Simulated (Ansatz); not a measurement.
SnS:
```xyz
8
Lattice="10.9869 0.0000 0.0000 0.0000 3.9532 0.0000 0.0000 0.0000 4.1870" Properties=species:S:1:pos:R:3 pbc="T T T"
Sn     1.2958     0.9883     0.4596
Sn     4.1976     2.9649     2.5531
Sn     9.6910     2.9649     3.7274
Sn     6.7893     0.9883     1.6339
S      9.3816     0.9883     1.9834
S      7.0987     2.9649     4.0769
S      1.6053     2.9649     2.2037
S      3.8882     0.9883     0.1101
```

Relaxed with LDA. Special points in fractions of this cell's reciprocal vectors: Γ (0.000, 0.000, 0.000); X (0.500, 0.000, 0.000); S (0.500, 0.500, 0.000); Y (0.000, 0.500, 0.000); Z (0.000, 0.000, 0.500); U (0.500, 0.000, 0.500); R (0.500, 0.500, 0.500); T (0.000, 0.500, 0.500).

**Question.** List the band energies nearest the valence-band maximum at these points for DFT-LDA in the program Ansatz with PAW potentials.

**Answer.** In eV from the valence-band maximum; about four levels below and three above (degenerate sets whole), none deeper than 8.9 eV; points with the same levels are listed once.

```csv
k,below,above
Γ,-2.15 -1.44 -0.96 -0.83,0.54 2.82 2.87
X,-2.42 -2.42 -0.86 -0.86,2.48 2.48 2.64 2.64
S,-1.15 -1.15 -1.15 -1.15,1.45 1.45 1.45 1.45
Y,-1.19 -1.19 -0.90 -0.90,0.93 0.93 1.62 1.62
Z,-1.09 -1.09 -0.23 -0.23,1.26 1.26 1.64 1.64
U,-0.84 -0.84 -0.11 -0.11,1.12 1.12 1.69 1.69
R,-1.94 -1.94 -1.94 -1.94,2.39 2.39 2.39 2.39
T,-2.79 -2.79 -1.76 -1.76,2.60 2.60 2.90 2.90
```

Space group Pnma. Symmetry was held in the LDA relaxation. A crystal of weakly bound layers computed without a dispersion correction: the cell and the soft elastic constants depend strongly on that. Scalar-relativistic: spin–orbit coupling is off unless named, which matters more the heavier the elements.

Potentials: the later of the program's two PAW sets.
